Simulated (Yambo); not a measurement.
# Bethe-Salpeter results for Ba2MoCdO6

```
CELL_PARAMETERS angstrom
      0.00000     4.23742     4.23742
      4.23742     0.00000     4.23742
      4.23742     4.23742     0.00000
ATOMIC_POSITIONS crystal
  O  0.76995 0.23005 0.23005
  O  0.23005 0.76995 0.76995
  O  0.23005 0.76995 0.23005
  O  0.76995 0.23005 0.76995
  O  0.23005 0.23005 0.76995
  O  0.76995 0.76995 0.23005
  Mo 0.00000 0.00000 0.00000
  Cd 0.50000 0.50000 0.50000
  Ba 0.25000 0.25000 0.25000
  Ba 0.75000 0.75000 0.75000
```

The geometry is that of Materials Project entry mp-1207118, symmetrised and not relaxed again.

BSE in Yambo on LDA (Quantum ESPRESSO, PseudoDojo norm-conserving, 102 Ry, without SOC) bands: 4×4×4 mesh, 18 valence and 12 conduction bands, static screening with 99 bands and a 3 Ry block, scissor 1.39 eV, Tamm-Dancoff; field along x.

```csv
state,energy (eV),states within 2 meV,relative strength,class,main transitions
1,2.87,1,< 0.01,dark,several band pairs
2,2.91,3,< 0.01,dark,several band pairs
3,2.99,3,< 0.01,dark,several band pairs
4,3.08,3,< 0.01,dark,several band pairs
5,3.20,2,< 0.01,dark,several band pairs
6,3.23,3,1.00,strong,several band pairs
7,3.35,3,< 0.01,dark,VB → CB (65 %)
8,3.43,1,< 0.01,dark,VB → CB (92 %)
9,3.54,3,< 0.01,dark,VB → CB (96 %)
```

These are vertical excitations (zero momentum). The direct quasiparticle gap on this mesh is 3.72 eV; counted from there, state 1 is bound by 0.85 eV. Convergence with the mesh was not shown.

Spin singlets only. Strengths are relative to the strongest of the lowest states of this run; strong means a line over 3 % of the spectrum's maximum, dark under 0.03 %. Absolute energies carry the error of the G0W0 scissor, whose convergence isn't established.

Spin-orbit splittings are left out.

The structure is a Materials Project entry; no match was found in the copy of COD used, and its stability was not checked.
